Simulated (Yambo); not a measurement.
Material: CaTiF6 (space group R-3m, No. 166, within 0.06 Å of Fm-3m); a = 5.845 Å, b = 5.845 Å, c = 5.845 Å, α = 59.76°, β = 59.76°, γ = 59.76° (8 atoms in the cell). The geometry is that of Materials Project entry mp-27315, symmetrised and not relaxed again.

With LDA (Quantum ESPRESSO, PseudoDojo norm-conserving, 84 Ry, scalar-relativistic), the gap between the mesh's edge points (Γ → Γ) is 4.823 eV.

### Question
Estimate the G0W0 gap between the same points from Yambo (2×2×2 Γ-centred k mesh, bands 2 to 209 and a 7 Ry block in the screening, 209 bands in G with the Bruneval-Gonze terminator, plasmon pole fitted at 27.2 eV).

### Answer
The correction is 4.838 eV, giving 9.661 eV, 2.0 times the LDA value.  Nearest settings tried, and what they do to the gap: 137 bands in W, 137 bands in G: +4 meV; 6 Ry block (271 vectors against 307): +43 meV. Not varied: mesh. So the settings aren't converged at that level. The k mesh is coarse.
